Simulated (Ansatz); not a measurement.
# Work and stress of cleavage in Si₂W

Method: DFT PBEsol, scalar-relativistic, plane waves, PAW in Ansatz 0.2.0. The runs took a 420 eV cutoff, a Γ-centred 10×10×3 mesh and Gaussian smearing (0.15 eV). Spin–orbit coupling is left out, which can shift energies with elements as heavy as these. No spin polarisation. Energies are free energies at this smearing, counted from the undisturbed cell; pressure is positive in compression.

Zero of the scan (relaxed at this level; this form isn't the usual structure):

```
Si W
1.0
    -4.57609    0.00000    0.00000
    -2.28804   -3.96301    0.00000
     0.00000    0.00000   13.20661
Si W
12 6
Direct
  0.83618 0.32764 0.08335
  0.83618 0.32764 0.58335
  0.67236 0.16382 0.25002
  0.67236 0.16382 0.75002
  0.16382 0.16382 0.91668
  0.16382 0.16382 0.41668
  0.16382 0.67236 0.08335
  0.16382 0.67236 0.58335
  0.32764 0.83618 0.25002
  0.32764 0.83618 0.75002
  0.83618 0.83618 0.91668
  0.83618 0.83618 0.41668
  0.50000 0.50000 0.91668
  0.50000 0.50000 0.41668
  0.00000 0.50000 0.25002
  0.00000 0.50000 0.75002
  0.50000 0.00000 0.08335
  0.50000 0.00000 0.58335
```

The cut lies on the cell's a–b face, a (0 0 1) plane (indices in the standard cell, whose axes needn't be the Cartesian ones shown) of area 18.14 Å², between layers 2.20 Å apart. Vector c is lengthened by d along the normal with the atoms' Cartesian places fixed: one unrelaxed cut a cell. The traction is positive where the two halves pull on each other.

```csv
d (Å),energy (J/m²),traction (GPa)
-0.30,1.20,-94.6
-0.15,0.25,-36.5
0.00,0.00,0.0
0.25,0.43,29.6
0.50,1.30,37.2
0.75,2.21,34.7
1.00,3.00,28.5
1.50,4.08,14.7
2.00,4.58,6.7
3.00,4.94,1.5
4.50,5.02,0.1
6.00,5.02,0.0
```

Question: What are the work of separation and the cleavage stress, and do they fit the universal binding curve?

Answer: The energy levels off near W ≈ 5.02 J/m² (the traction is down to 0.0 GPa), the energy of the two unrelaxed faces, 2.51 J/m² each on average. The largest sampled traction is 37.2 GPa at d = 0.50 Å, and a parabola through it and its two neighbours peaks at σ_max ≈ 37.5 GPa, d ≈ 0.56 Å. The curve E = W[1 − (1 + d/ℓ)exp(−d/ℓ)] peaks in traction at d = ℓ with σ_max = W/(eℓ); with 1 J/m² per Å = 10 GPa this W and σ_max give ℓ = 0.49 Å. A parabola through that curve at the same three d peaks at 0.53 Å, against 0.56 Å here, a fair fit. Real crystals break at far lower stress, because cracks concentrate it, and on the plane of lowest W, which needn't be this one.

The cut is rigid; relaxing the faces lowers these energies and usually the stresses.

In a metal these slopes depend on the k mesh and the smearing.

Cost: 12 runs of about 8.3 core-minutes in all, on AMD EPYC 9R45 (Zen 5) (shared hosts).